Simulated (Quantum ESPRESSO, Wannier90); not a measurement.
## Wannier functions of Al (hcp (Mg type), model phase)

```xyz
2
Lattice="2.8125 0.0000 0.0000 -1.4062 2.4357 0.0000 0.0000 0.0000 4.8669" Properties=species:S:1:pos:R:3 pbc="T T T"
Al    -1.4062     0.8119    -1.2167
Al     1.4062    -0.8119     1.2167
```

Structure: Materials Project mp-2647008, symmetrised, not relaxed again. This isn't the element's usual structure (fcc); take it as a model of another phase. Level: LDA, no spin polarisation, no spin-orbit coupling; pw.x of Quantum ESPRESSO at 36 Ry with PseudoDojo potentials, 12×12×6 k-points, Wannier90. Density: 18×18×10 mesh, cold smearing 0.01 Ry.

A tight-binding model is made by disentanglement and projection with no localisation steps (num_iter = 0), so the 8 orbitals stay atom-like: hydrogen-like Al: s;p, axes along x, y, z; frozen window up to 1.50 eV relative to the Fermi level. It follows pw.x to 18 meV rms for states up to 1.0 eV relative to the Fermi level. Matrix elements depend on this choice of orbitals and windows.

What are the on-site energies relative to the Fermi level, and how fast do the hoppings decay?


| atom | orbitals | energy (eV) |
|---|---|---|
| Al1 | s | -2.02 |
| Al1 | pz | 3.38 |
| Al1 | px py | 3.67 |
| Al2 | s | -2.02 |
| Al2 | pz | 3.38 |
| Al2 | px py | 3.67 |

```json
[
 {"distance of the centres (Å)": "2–3", "largest modulus (eV)": "2.4"},
 {"distance of the centres (Å)": "3–4", "largest modulus (eV)": "0.20"},
 {"distance of the centres (Å)": "4–5", "largest modulus (eV)": "0.21"},
 {"distance of the centres (Å)": "5–6", "largest modulus (eV)": "0.61"},
 {"distance of the centres (Å)": "6–7", "largest modulus (eV)": "0.062"},
 {"distance of the centres (Å)": "7–8", "largest modulus (eV)": "0.073"},
 {"distance of the centres (Å)": "8–9", "largest modulus (eV)": "0.14"},
 {"distance of the centres (Å)": "9–10", "largest modulus (eV)": "0.019"},
 {"distance of the centres (Å)": "10–11", "largest modulus (eV)": "0.015"},
 {"distance of the centres (Å)": "11–12", "largest modulus (eV)": "0.018"},
 {"distance of the centres (Å)": "12–13", "largest modulus (eV)": "0.0080"}
]
```
